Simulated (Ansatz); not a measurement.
All-electron LAPW in Ansatz 0.2.0 under PBE, scalar-relativistic, energies extrapolated to zero smearing. Slabs are 1×1 cells cut from bulk crystals relaxed on PAW files, with atoms then relaxed, 16 to 20 Å of vacuum, a dipole correction, k spacings of 0.16 to 0.26 Å⁻¹ and smearing of 0.02 to 0.1 eV, without spin–orbit coupling or spin polarisation. The bulk type named needn't be the stable one, and no reconstruction is allowed.

```tsv
slab	area (Å²)	γ (J/m²)	Φ (eV)	Δd12 (%)
fcc Al (110), 6 layers	11.55	1.03	3.87	-11.1
fcc Al (111), 3 layers	7.07	0.79	3.91	-0.7
fcc Al (100), 1 layer	8.17	1.08	4.24	–
fcc Al (100), 5 layers	8.17	0.92	4.29	1.6
fcc Al (111), 5 layers	7.07	?	4.11	1.6
fcc Al (100), 3 layers	8.17	?	4.41	3.4
```

Task: What belongs in the row "fcc Al (111), 5 layers", column "γ (J/m²)"?

Result: 0.85.

Task: Give the missing entry: row "fcc Al (100), 3 layers", column "γ (J/m²)".

Result: 0.93.
